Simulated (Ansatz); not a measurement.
**Y2InGe2 single point**

Input file of Ansatz 0.2.0:

```yaml
crystal:
  lattice:
    - [7.333983, 0.0, 0.0]
    - [0.0, 7.333983, 0.0]
    - [0.0, 0.0, 4.383579]
  atoms:
    - { symbol: "Y", position: [0.17477, 0.67477, 0.5] }
    - { symbol: "Y", position: [0.32523, 0.17477, 0.5] }
    - { symbol: "Y", position: [0.82523, 0.32523, 0.5] }
    - { symbol: "Y", position: [0.67477, 0.82523, 0.5] }
    - { symbol: In, position: [0.0, 0.0, 0.0] }
    - { symbol: In, position: [0.5, 0.5, 0.0] }
    - { symbol: Ge, position: [0.377, 0.877, 0.0] }
    - { symbol: Ge, position: [0.123, 0.377, 0.0] }
    - { symbol: Ge, position: [0.623, 0.123, 0.0] }
    - { symbol: Ge, position: [0.877, 0.623, 0.0] }
  symmetry: { tolerance: 0.0003 }
kpoints:
  mp_grid: { grid: [5, 5, 8], shift: [0, 0, 0] }
  band_path:
    path:
      - [0.0, 0.0, 0.0]
      - [0.0, 0.5, 0.0]
      - [0.5, 0.5, 0.0]
      - [0.0, 0.0, 0.0]
      - [0.0, 0.0, 0.5]
      - [0.0, 0.5, 0.5]
      - [0.5, 0.5, 0.5]
      - [0.0, 0.0, 0.5]
    npoints: 7
magnetization:
  spin_polarized: false
scf:
  occupations: { method: fermi_dirac }
  lower_state_search: "off"
  max_iter: 200
hamiltonian:
  pseudopotentials: { kind: paw }
  xc: r2scan
basis:
  ecutwfc: 500
  fft_grid_basis: typed
output:
  forces: true
  stress: true
  eigenvalues: true
  bader: true
  populations: true
  elf: true
  write_potential: true
  volumetric_format: npy
  dos:
    e_range: [-12, 8]
    de: 0.05
    projected: { site_lists: { Ge: [Ge], In: [In], "Y": ["Y"] } }
checkpoint:
  read: saved_state
```

The run starts from an earlier solution of this cell. 

Parts of the output:

```
SCF iter   1: F=-43882.2236 eV  Δρ=1.21e-3  dr2=6.02e-3  dr2_τ=6.14e-4
SCF iter   2: F=-43882.2258 eV  Δρ=7.19e-4  dr2=2.32e-3  dr2_τ=6.10e-5
SCF iter   3: F=-43882.2267 eV  Δρ=1.70e-4  dr2=1.75e-4  dr2_τ=2.98e-6
SCF iter   4: F=-43882.2268 eV  Δρ=7.88e-5  dr2=2.25e-5  dr2_τ=8.77e-7
SCF iter   5: F=-43882.2271 eV  Δρ=3.53e-5  dr2=2.88e-6  dr2_τ=1.56e-7
SCF iter   6: F=-43882.2271 eV  Δρ=1.12e-5  dr2=3.88e-7  dr2_τ=1.04e-8
SCF iter   7: F=-43882.2271 eV  Δρ=3.08e-6  dr2=3.90e-8  dr2_τ=5.40e-10
Free energy (F): -43882.2271 eV
Harris-Foulkes:  -43882.2271 eV  (|F-HF|=1.17e-8)
Internal energy: -43882.0845 eV  (E = F + TS)
E sigma→0 (E₀):  -43882.1558 eV
Entropy (-TS):   -0.1426 eV (-14.259 meV/atom)
Fermi energy:    11.4800 eV
--- Per-component energies (eV) ---
  E_band       = -945.2721
  E_kinetic    = 2149.6419
  E_local      = -13888.5949  (includes V_loc(G=0)·N_el)
  E_nonlocal   = 2608.3387
  E_hartree    = 5802.5329
  E_xc         = -1354.7463
  E_vxc        = -1379.6100  (∫ρ·V_xc dr)
  E_paw        = -27867.4044  (= ΣΔE_a)
  E_vpaw       = -2119.1370  (= ΣTr[D̂ρ^β])
  E_aug_tail   = 0.0000  (compensation charges beyond the density's cutoff)
  E_vtau       = 79.0169  (kinetic-family band-sum trace: ∫τ·v_τ [+ j·A + Jᵃ·Aᵃ] dr)
  E_ewald      = -11328.8248
  E_core_change = -3.0278  (= ΣΔE_core)
  E_smearing   = -0.1426  (= −TS)
--- Forces (eV/Å), atoms counted from 1 ---
  atom   1  Y      0.1743     0.1743     0.0000
  atom   2  Y     -0.1743     0.1743     0.0000
  atom   3  Y     -0.1743    -0.1743     0.0000
  atom   4  Y      0.1743    -0.1743     0.0000
  atom   5  In     0.0000     0.0000     0.0000
  atom   6  In     0.0000     0.0000     0.0000
  atom   7  Ge     0.0436     0.0436     0.0000
  atom   8  Ge    -0.0436     0.0436     0.0000
  atom   9  Ge    -0.0436    -0.0436     0.0000
  atom  10  Ge     0.0436    -0.0436     0.0000
--- Stress (GPa, compression-positive) ---
       -1.3911       0.0000       0.0000
        0.0000      -1.3911       0.0000
        0.0000       0.0000      -4.8913
  P = ⅓ Tr σ = -2.5578 GPa (-25.578 kbar)
```

Origin: a known structure type with other elements, at an estimated volume, so it need not be a known compound.
